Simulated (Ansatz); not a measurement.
Task: Hf (hcp (Mg type), P6_3/mmc) is relaxed with r²SCAN+D4 in the plane-wave PAW code Ansatz. What lattice parameters of the conventional cell result?

Result: a = 3.194 Å, c = 5.039 Å.

The cell was relaxed with r²SCAN+D4 under the symmetry of its start. No spin polarisation was allowed. The pairwise dispersion correction was not fitted to metals. Axis ratios of metals converge slowly with the k-mesh, so a and c are less sure than the volume. Scalar-relativistic: spin–orbit coupling is off unless named, which matters more the heavier the elements.

Potentials: the later of the program's two PAW sets.
